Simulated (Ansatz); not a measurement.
Here is an unrelaxed guess for MgSn₂O₃.

```cif
data_structure
_symmetry_space_group_name_H-M 'P6/mmm'
_symmetry_Int_Tables_number 191
_cell_length_a 5.1742
_cell_length_b 5.1742
_cell_length_c 4.2070
_cell_angle_alpha 90.000
_cell_angle_beta 90.000
_cell_angle_gamma 120.000
_cell_volume 97.54
loop_
_atom_site_label
_atom_site_type_symbol
_atom_site_symmetry_multiplicity
_atom_site_Wyckoff_symbol
_atom_site_fract_x
_atom_site_fract_y
_atom_site_fract_z
_atom_site_occupancy
Mg1 Mg 1 a 0.00000 0.00000 0.00000 1
Sn1 Sn 2 c 0.33333 0.66667 0.00000 1
O1 O 3 g 0.50000 0.00000 0.50000 1
```

Level of theory: DFT PBE, scalar-relativistic, plane waves, PAW (Ansatz). Cutoff 420 eV; k points 6×6×4 on the computed 6-atom cell (Γ-centred); Gaussian smearing, width 0.10 eV; no spin polarisation.

The zero of energy is the elements' standard structures at the same level (O₂ as a molecule); no fitted shifts are applied. The references include grey tin.

Question: How far from equilibrium is it?

Answer: The pressure is -1.1 GPa (the mean over three directions, positive in compression), the largest force is 0.00 eV/Å (symmetry fixes the atoms), and the energy is +0.17 eV/atom against the elements. The shortest distance is 2.58 Å.

Question: Is it a good guess?

Answer: A rough one: relaxing gains about 0.83 eV/atom (the start's value is from the coarse mesh, so the gain is rough) in 16 ionic steps and ends at −0.65 eV/atom on the finer mesh. The symmetry stays P6/mmm (No. 191). The volume per atom grows by 3.6 %, from 16.3 to 16.8 Å³. The shortest distance goes from 2.58 Å (Sn–O) to 2.35 Å (Sn–O). The ratio c/a of the conventional cell changes by a factor of 0.61. Conventional cell: a = 6.163 Å, c = 3.072 Å. Mg has 2 Mg at 3.07 Å and 12 O at 3.44 Å; around Sn lie 6 O at 2.35 Å; O is surrounded by 4 Sn at 2.35 Å, 6 O at 3.07–3.08 Å and 4 Mg at 3.44 Å.

The last run used a 12×12×10 mesh (in the run's order of axes) for its 6-atom cell and Gaussian smearing of 0.10 eV. The relaxation can't lower the symmetry of the start, and the grade says only how near the guess is to its own end. A structure relaxed within its symmetry needn't be a true minimum. Another cell of MgSn2O3 relaxed alike, in R-3m, lies 0.79 eV/atom lower, so this cell isn't the stable form at this level.
